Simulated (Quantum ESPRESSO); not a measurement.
# Computed records: Al3ZnAs3S (made-up cell)

All values are calculated (Quantum ESPRESSO 7.5). Calculation on a made-up crystal cell, not a measurement: periodic Kohn-Sham density functional theory in plane waves with PseudoDojo standard norm-conserving scalar-relativistic pseudopotentials, each functional with its own files (v0.5 for PBE, v0.4.1 for LDA and PBEsol), no spin polarisation, no spin-orbit coupling, atoms not relaxed, stress positive in tension, energies less a fixed whole-eV offset for each atom's element; levels are Kohn-Sham levels at fractions of this cell's reciprocal vectors, counted from the reference band (half the neutral cell's valence electrons, rounded up) at Gamma; error bars cover cutoff and k-mesh only, not smearing or the files; added strain carries the atoms with the cell, and shear is the tensor component; each bar is the largest change over components, and at least 0.002 eV, 0.002 eV per angstrom or 0.02 GPa; energies are for the whole cell, and the offsets were chosen from early runs and are not element reference energies.

Al3ZnAs3S (made-up cell)

```
cell vectors (Å)
   5.9215     0.0374    -0.0044
   0.0374     5.8443    -0.0257
  -0.0044    -0.0257     5.9004
atoms (fractions of the cell vectors)
Zn -0.00776 -0.00438 -0.00333
Al -0.00246  0.49959  0.50528
Al  0.50381 -0.00078  0.49710
Al  0.49492  0.50109  0.00014
As  0.24891  0.25054  0.25358
S   0.24442  0.75366  0.74843
As  0.74681  0.25664  0.75581
As  0.74621  0.74930  0.25019
```

```
lattice type         : zincblende/diamond
functional           : pbe
cutoff               : 1143 eV
fermi dirac smearing : 0.025 eV
scf tolerance        : 1e-07 eV
electrons removed    : 0
k mesh               : 4 x 4 x 4, shifted by half a step
stress yz            : ?
stress yy            : ?
stress xx            : ?
```

Atoms:
```
atoms element  atom site  atom energy offset (eV)
           Zn          1                    -5687
           Al          2                      -64
           Al          3                      -64
           Al          4                      -64
           As          5                    -2887
            S          6                     -302
           As          7                    -2887
           As          8                    -2887
```

Questions
1. What stress yz does the calculation give for Al3ZnAs3S (made-up cell)?
2. Give the missing stress yy for Al3ZnAs3S (made-up cell).
3. What stress xx does the calculation give for Al3ZnAs3S (made-up cell)?

## Answers
1. -0.4557 GPa
2. 5.688 GPa
3. 6.306 GPa

Further results for Al3ZnAs3S (made-up cell):

```
free energy less offsets : 2.658 eV
smearing term minus ts   : 0 eV
scf iterations           : 11
pressure                 : -6.056 GPa
stress zz                : 6.173 GPa
stress xz                : 0.2904 GPa
stress xy                : 0.7606 GPa
reference band           : 40
error bar energy         : 0.006179 eV
error bar stress         : 0.02 GPa
error bar force          : 0.002 eV/Å
error bar next band up   : 0.002 eV
error bars from          : tighter rerun of a related cell
```

Forces:
```
site  x (eV/Å)  y (eV/Å)  z (eV/Å)
   1  -0.09447    0.3778    0.4076
   2  -0.09905  -0.05948    -0.218
   3  -0.04426    0.3776   0.05473
   4  -0.05664  -0.03762    0.3032
   5    -0.144   -0.0575   -0.1446
   6    0.3031   -0.2799    -0.156
   7  0.004842    -0.245   -0.2159
   8    0.1305  -0.07591  -0.03094
```

Levels:
```
level k point  next band up (eV)
        Gamma             0.5024
(1/2,1/2,1/2)             0.9049
   (0.15,0,0)              1.112
   (0,0.15,0)              1.125
   (0,0,0.15)              1.121
```
